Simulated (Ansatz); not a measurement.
BN (h-BN type, space group P6_3/mmc)

```xyz
4
Lattice="2.5064 0.0000 0.0000 -1.2532 2.1706 0.0000 0.0000 0.0000 6.6138" Properties=species:S:1:pos:R:3 pbc="T T T"
B      0.0000     1.4471     1.6535
B      1.2532     0.7235     4.9604
N      0.0000     1.4471     4.9604
N      1.2532     0.7235     1.6535
```

The slice is a (-1 1 0 2) plane (indices of the conventional cell) through the point (0.667, 0.333, 0.750) (fractional), spanned by u = [110] and v = [1 -1 1] in vectors of this cell: u (2.51 Å) and v (7.91 Å, at 90° to u). It covers one period; positions are fractions (u, v).

Computed with PBE-D3(BJ) (plane waves to 420 eV, PAW, scalar-relativistic; Ansatz, an electronic-structure program). k mesh 15×15×5. Near the nuclei the fields are pseudised (PAW); where an atom keeps semicore shells as valence, they peak there. BN was relaxed with its symmetry unable to fall.

**Question.** Predict the map of the valence electron density on the slice.

**Answer.** 
```
v \ u  0.00  0.12  0.25  0.38  0.50  0.62  0.75  0.88
-----  ----  ----  ----  ----  ----  ----  ----  ----
0.92   -0.3  -0.4  -0.5  -0.7  -0.8  -0.7  -0.5  -0.4
0.83   -0.9  -1.0  -1.1  -1.4  -1.5  -1.4  -1.1  -1.0
0.75   -1.4  -1.5  -1.6  -1.7  -1.7  -1.7  -1.6  -1.5
0.67   -1.0  -1.0  -1.0  -1.0  -1.0  -1.0  -1.0  -1.0
0.58   -0.4  -0.3  -0.1   0.0   0.1   0.0  -0.1  -0.3
0.50   -0.3  -0.1   0.3   0.6   0.6   0.6   0.3  -0.1
0.42   -0.8  -0.7  -0.3   0.0   0.1   0.0  -0.3  -0.7
0.33   -1.5  -1.4  -1.1  -1.0  -0.9  -1.0  -1.1  -1.4
0.25   -1.7  -1.7  -1.6  -1.5  -1.4  -1.5  -1.6  -1.7
0.17   -1.1  -1.1  -0.9  -0.8  -0.7  -0.8  -0.9  -1.1
0.08   -0.4  -0.3  -0.1   0.0   0.1   0.0  -0.1  -0.3
0.00   -0.6  -0.1   0.0   0.0   0.0   0.0   0.0  -0.1
```

Values: log₁₀ of the valence density in e/Å³. The scale is logarithmic, as a density can span decades between atoms and voids.
